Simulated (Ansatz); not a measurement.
## HfB2: projected DOS by orbital

```
CELL_PARAMETERS angstrom
3.14000 0.00000 0.00000
-1.57000 2.71932 0.00000
0.00000 0.00000 3.48000
ATOMIC_POSITIONS crystal
Hf 0.00000 0.00000 0.00000
B 0.33333 0.66667 0.50000
B 0.66667 0.33333 0.50000
```

Atom numbers follow the list: Hf1, B2, B3.

The cell comes from COD entry 1510711, which wasn't checked; take it as a given geometry.

No spin–orbit coupling, which matters for the heavy atoms here.

The calculation used Ansatz 0.2.0, DFT, PBEsol, all-electron LAPW, scalar-relativistic.

Sampling and basis: a Γ-centred 15×15×12 k mesh, Fermi–Dirac smearing of 0.03 eV, basis error target 1 meV/atom, no spin polarisation.

States per eV for one atom of each kind, in 0.4 eV bins named by their centres, from the Fermi level, projected on a minimal set of Löwdin-orthogonalised atomic shells; orbitals are real harmonics on the Cartesian axes, equal curves share a column, and empty bins are left out, as is all above 4.7 eV, near the top of the computed bands.

Hf1 4f:

```
# E all fz3 fxz2=fyz2 fz(x2-y2)=fxyz fx(x2-3y2) fy(3x2-y2)
-12.3 0.03 0.01 0.01 0.00 0.00 0.00
-11.9 20.56 4.11 4.28 3.34 0.39 0.83
-11.5 14.19 0.86 0.65 1.63 4.60 4.16
-11.1 0.07 0.02 0.02 0.00 0.00 0.00
-10.7 0.03 0.00 0.01 0.00 0.00 0.00
-10.3 0.02 0.00 0.01 0.00 0.00 0.00
-9.9 0.01 0.00 0.00 0.00 0.00 0.00
-9.5 0.01 0.00 0.00 0.00 0.00 0.00
-8.3 0.01 0.00 0.00 0.00 0.00 0.00
-7.9 0.01 0.00 0.00 0.00 0.00 0.00
-7.5 0.01 0.00 0.00 0.00 0.00 0.00
```

Hf1 5d:

```
# E all dz2 dxz=dyz dx2-y2=dxy
-12.7 0.01 0.00 0.00 0.00
-12.3 0.02 0.01 0.00 0.00
-11.9 0.05 0.01 0.02 0.00
-11.5 0.04 0.01 0.01 0.00
-11.1 0.10 0.01 0.04 0.00
-10.7 0.15 0.01 0.06 0.01
-10.3 0.22 0.01 0.10 0.01
-9.9 0.17 0.01 0.07 0.01
-9.5 0.09 0.01 0.03 0.01
-9.1 0.04 0.00 0.01 0.01
-8.7 0.06 0.01 0.01 0.01
-8.3 0.13 0.01 0.03 0.03
-7.9 0.13 0.01 0.03 0.03
-7.5 0.12 0.01 0.03 0.02
-7.1 0.12 0.02 0.03 0.02
-6.7 0.14 0.03 0.03 0.03
-6.3 0.16 0.04 0.03 0.03
-5.9 0.13 0.03 0.03 0.02
-5.5 0.20 0.04 0.05 0.03
-5.1 0.25 0.04 0.07 0.03
-4.7 0.28 0.05 0.07 0.05
-4.3 0.35 0.06 0.07 0.07
-3.9 0.67 0.13 0.18 0.08
-3.5 0.55 0.08 0.14 0.09
-3.1 0.49 0.05 0.06 0.16
-2.7 0.64 0.07 0.05 0.23
-2.3 0.60 0.15 0.05 0.18
-1.9 0.55 0.17 0.05 0.14
-1.5 0.45 0.14 0.04 0.11
-1.1 0.33 0.10 0.03 0.08
-0.7 0.18 0.05 0.02 0.05
-0.3 0.10 0.03 0.01 0.03
0.1 0.17 0.04 0.02 0.04
0.5 0.29 0.08 0.05 0.05
0.9 0.42 0.12 0.07 0.08
1.3 0.57 0.19 0.07 0.11
1.7 0.66 0.27 0.07 0.13
2.1 0.66 0.24 0.07 0.15
2.5 0.66 0.22 0.08 0.14
2.9 0.85 0.22 0.15 0.17
3.3 0.83 0.22 0.15 0.16
3.7 0.91 0.23 0.16 0.17
4.1 0.99 0.26 0.18 0.19
4.5 1.08 0.21 0.23 0.21
```

B2 2p:

```
# E all pz px=py
-13.1 0.01 0.00 0.00
-12.7 0.02 0.00 0.01
-12.3 0.03 0.00 0.01
-11.9 0.07 0.01 0.03
-11.5 0.05 0.00 0.02
-11.1 0.08 0.00 0.04
-10.7 0.09 0.00 0.05
-10.3 0.12 0.00 0.06
-9.9 0.11 0.00 0.05
-9.5 0.07 0.00 0.03
-9.1 0.04 0.00 0.02
-8.7 0.07 0.00 0.04
-8.3 0.15 0.00 0.07
-7.9 0.17 0.02 0.08
-7.5 0.17 0.02 0.08
-7.1 0.17 0.03 0.07
-6.7 0.19 0.05 0.07
-6.3 0.24 0.09 0.08
-5.9 0.21 0.04 0.08
-5.5 0.37 0.07 0.15
-5.1 0.38 0.09 0.15
-4.7 0.37 0.10 0.14
-4.3 0.44 0.15 0.15
-3.9 0.70 0.39 0.16
-3.5 0.58 0.30 0.14
-3.1 0.44 0.22 0.11
-2.7 0.37 0.25 0.06
-2.3 0.18 0.10 0.04
-1.9 0.13 0.07 0.03
-1.5 0.09 0.06 0.02
-1.1 0.06 0.04 0.01
-0.7 0.03 0.02 0.00
-0.3 0.01 0.01 0.00
0.1 0.03 0.02 0.01
0.5 0.06 0.03 0.02
0.9 0.09 0.04 0.02
1.3 0.14 0.08 0.03
1.7 0.19 0.11 0.04
2.1 0.14 0.06 0.04
2.5 0.12 0.03 0.04
2.9 0.13 0.04 0.05
3.3 0.12 0.04 0.04
3.7 0.15 0.05 0.05
4.1 0.16 0.05 0.06
4.5 0.17 0.05 0.06
```

Hf1 6s:

```
# E all
-13.5 0.03
-13.1 0.05
-12.7 0.05
-12.3 0.05
-11.9 0.05
-11.5 0.04
-11.1 0.04
-10.7 0.03
-10.3 0.02
-9.9 0.02
-9.5 0.01
-8.3 0.01
-7.9 0.01
-7.5 0.02
-7.1 0.02
-6.7 0.03
-6.3 0.04
-5.9 0.02
-5.5 0.03
-5.1 0.03
-4.7 0.03
-4.3 0.03
-3.9 0.04
-3.5 0.02
-2.3 0.01
-1.9 0.01
-1.5 0.01
-1.1 0.01
1.3 0.01
1.7 0.02
2.1 0.02
2.5 0.01
2.9 0.02
3.3 0.02
3.7 0.03
4.1 0.05
4.5 0.06
```

B2 2s:

```
# E all
-13.5 0.02
-13.1 0.04
-12.7 0.05
-12.3 0.07
-11.9 0.12
-11.5 0.10
-11.1 0.16
-10.7 0.15
-10.3 0.16
-9.9 0.12
-9.5 0.07
-9.1 0.04
-8.7 0.06
-8.3 0.09
-7.9 0.09
-7.5 0.07
-7.1 0.06
-6.7 0.05
-6.3 0.04
-5.9 0.03
-5.5 0.03
-5.1 0.03
-4.7 0.03
-4.3 0.02
-3.9 0.02
-3.5 0.01
-3.1 0.01
-2.7 0.01
1.3 0.01
1.7 0.04
2.1 0.03
2.5 0.02
2.9 0.03
3.3 0.03
3.7 0.04
4.1 0.05
4.5 0.07
```
